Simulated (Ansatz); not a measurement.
The elements of this relaxed trial crystal are hidden behind letters.

```
lattice vectors (Å)
   4.2579    0.0000    0.0000
   0.0000    4.2579    0.0000
   0.0000    0.0000    5.6654
fractional positions
X 0.5000 0.0000 0.9888
X 0.0000 0.5000 0.9888
X 0.0000 0.0000 0.3265
Z 0.0000 0.0000 0.7518
Z 0.5000 0.5000 0.2141
```

All numbers below come from DFT PBE, scalar-relativistic, plane waves, PAW in Ansatz. Cutoff 420 eV, Γ-centred 10×10×8 mesh (5-atom cell), Gaussian smearing of 0.10 eV, no spin polarisation.

```
Space group                                : P4mm (No. 99)
Conventional cell                          : a = 4.258 Å, c = 5.665 Å
Volume per atom                            : 20.54 Å³
Density                                    : 2.31 g/cm³
Energy over the elements                   : −0.04 eV/atom
Gap on the 10×10×8 mesh of the 5-atom cell : 0 eV (a metal)
```

Energies are uncorrected and count from the elements' standard states at the same level.

Task: X is a p-block element of period 3 and Z is a p-block element of period 3. Which elements are they?

Result: X = Al, Z = P, so the formula is Al3P2. Density times volume gives a mean mass of 2.31 × 20.54/1.6605 = 28.6 u per atom, and this set has 28.6 u. Among the elements that the hints allow, noble gases aside, only these give it. Al on a site of symmetry 2mm has 4 P at 2.48–2.52 Å and 6 Al at 2.86–3.01 Å; around Al on a site of symmetry 4mm lie 1 P at 2.41 Å, 4 Al at 2.86 Å, 4 P at 3.08 Å and 1 P at 3.26 Å; around P on its first site lie 5 Al at 2.41–2.52 Å; 1 more site not described.

An odd number of electrons in the primitive cell allows no gap without spin; a larger cell or a magnetic state could open one. The cell is a metal run without spin; a magnetic state may lie lower. A structure relaxed within its symmetry needn't be a true minimum. Another cell of Al3P2 relaxed alike, in R-3m, lies 208 meV/atom lower, so this cell isn't the stable form at this level.
